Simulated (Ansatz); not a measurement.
# ReO3-type FeF3

The computed numbers are results of PBEsol, scalar-relativistic (collinear spin) in the plane-wave PAW code Ansatz at 420 eV, 8×8×8 k-mesh, Gaussian smearing of 0.05 eV; PAW files: Ansatz's generated set soft_2.

```
CELL_PARAMETERS angstrom
3.85947 0.00000 0.00000
0.00000 3.85947 0.00000
0.00000 0.00000 3.85947
ATOMIC_POSITIONS crystal
Fe 0.00000 0.00000 0.00000
F 0.50000 0.00000 0.00000
F 0.00000 0.00000 0.50000
F 0.00000 0.50000 0.00000
```

This is a trial structure; measured cells of the compound in the Crystallography Open Database are in space groups R-3c, Fd-3m. The ideal cubic cell shuts out tilts of the octahedra, which such structures often take.

Magnetic state: ferromagnetic, site spin moments Fe 3.86; F 0.20 μB.

Cell and atoms are those of this level's equilibrium.

Path: Γ–X–M–Γ–R–X | R–M, with Γ = (0.000, 0.000, 0.000), X = (0.000, 0.500, 0.000), M = (0.500, 0.500, 0.000), R = (0.500, 0.500, 0.500) in reciprocal vectors of the calculation's cell.

Is it a metal or an insulator, and if it has a gap, where are the band edges on this path?

A metal: bands cross the Fermi level.

Bands as a text map, energy in eV from the Fermi level (dashes), each leg drawn with the same width, + spin up, o spin down, # both:
```
  3.71 |                                             
  3.43 |             ooo           oooo     ooooooooo
  3.14 |            o                  o      o      
  2.86 |           o    o         o   o o      o     
  2.57 |          o      o               o      o    
  2.29 |        oo               o     o  o          
  2.00 |     ooo                           o     o   
  1.71 |    o             o     o       o         o  
  1.43 |   o         ooo   o   o                   oo
  1.14 |  o       ooooooooo        oooo  o  ooooooooo
  0.86 |oooooooooooooooooo oooo  oo   oooooo    ooooo
  0.57 |    ooo    oo  oooo     o       o            
  0.29 |   o      o   +   oo   o    +    o  +++++++++
  0.00 |oooooooooo--++-+---oooo----+-++---oo-++------
 -0.29 |                +         +   ++             
 -0.57 |           +                    +      +     
 -0.86 |          +      +                      +    
 -1.14 |         +               +     + +           
 -1.43 |      +++                         ++         
 -1.71 |     +            +     +       +        +   
 -2.00 |    +                                        
 -2.29 |   +         ooo   +   +   ooo      oooooo#oo
 -2.57 |     ++++++##+++#o       ###++###+++++##+++++
 -2.86 |  +++    o#+++++++#o  +o##+++++##o  ++++##+++
 -3.14 |o##ooooo##++     ++##oo#++     ++##o    + o  
 -3.43 |+++##+++++ooooooooo++++ +       ++++     + oo
 -3.71 |++++###+#####o oo#+#+++#         o#+      +  
 -4.00 |  ++  ooo######+++#+    o       o+oo       ##
        Γ      X      M      Γ      R      XR       M
```

The run wasn't fully tested for a lower electronic state. Site moments are of spin, integrated over atomic spheres. Compounds of this kind are often insulators, Mott or charge-transfer ones with an open 3d shell, so the metal found may come from the functional, which lacks a U or exact exchange, or from the structure. Only parallel moments were tried, so the real magnetic order may be another.
